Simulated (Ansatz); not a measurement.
Lattice vibrations of Li2Rh3 at Γ

Computed with Ansatz 0.2.0, DFT PBE, scalar-relativistic, plane waves, PAW. Plane waves to 420 eV; Γ-centred k mesh 16×16×16; Gaussian smearing of 0.10 eV. No spin polarisation. Phonons by linear response, acoustic sum rule imposed.

Equilibrium structure at this level:
```yaml
crystal:
  lattice:
    - [-1.37098, 1.37098, 9.52452]
    - [1.37098, -1.37098, 9.52452]
    - [1.37098, 1.37098, -9.52452]
  atoms:
    - { symbol: Li, position: [0.18969, 0.18969, 0.00000] }
    - { symbol: Li, position: [0.81031, 0.81031, 0.00000] }
    - { symbol: Rh, position: [0.40328, 0.40328, 0.00000] }
    - { symbol: Rh, position: [0.59672, 0.59672, 0.00000] }
    - { symbol: Rh, position: [0.00000, 0.00000, 0.00000] }
```

The cell was found from a structure generator's guess, not taken from experiment. In a metal, frequencies depend on the k mesh and the smearing, soft modes most.

Task: Is this structure stable against zone-centre distortions?

Result: Yes, at Γ: no optical mode is imaginary. Strains and other wave vectors aren't tested by this run.

Task: List the optical modes at Γ (i marks imaginary ones).

Result:
```csv
frequency (cm⁻¹),degeneracy
118,2
152,1
179,2
218,1
249,2
290,2
307,1
405,1
```
